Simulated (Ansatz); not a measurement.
Relaxed-ion elastic tensor of AlMo4S8 in space group F-43m (No. 216; Al on 4a, S on 16e, S on 16e, Mo on 16e) in GPa (Voigt order), DFT-PBEsol in the program Ansatz with PAW potentials; density 4.92 g/cm³, 17.34 Å³ per atom.

```
 164  74.9  74.9   0.0   0.0   0.0
74.9   164  74.9   0.0   0.0   0.0
74.9  74.9   164   0.0   0.0   0.0
 0.0   0.0   0.0  47.1   0.0   0.0
 0.0   0.0   0.0   0.0  47.1   0.0
 0.0   0.0   0.0   0.0   0.0  47.1
```

Is the crystal mechanically stable?

Yes: the smallest eigenvalue of C is 47.1 GPa.

Work out the Voigt, Reuss and Hill averages.

K_V = 105, K_R = 105, K_H = 105; G_V = 46.1, G_R = 46.1, G_H = 46.1 GPa.

Give Young's modulus, Poisson's ratio, Pugh's ratio and the universal anisotropy index.

E = 9KG/(3K + G) = 121 GPa; ν = 0.31; K/G = 2.27 (ductile by the Pugh limit of 1.75); A_U = 5G_V/G_R + K_V/K_R − 6 = 0.00.

Estimate the sound speeds and the Debye temperature.

v_l = √((K + 4G/3)/ρ) = 5810 m/s, v_t = √(G/ρ) = 3060 m/s, mean 3420 m/s; Θ = (h/k)(3n/4πV)^(1/3) v_m = 394 K.

Give the Zener ratio and Young's modulus along [100], [110] and [111].

A = 2C44/(C11 − C12) = 1.06; 1/E = S11 − 2(S11 − S12 − S44/2)Γ with Γ = 0, 1/4, 1/3 gives 117, 121, 123 GPa.

The workflow started from an entry of the Crystallography Open Database (COD), which files this formula under 2 space groups. Its standing as an ambient phase is unchecked. The PBEsol relaxation kept the symmetry of its start; its stability against distortions is not shown here. The run is not spin-polarised. With an odd number of electrons in the cell and no spin polarisation, the count alone makes it a metal. As this level gives no gap, shear constants depend on the k-mesh and smearing (Fermi–Dirac, 0.1 eV here).

Potentials: the later of the program's two PAW sets.
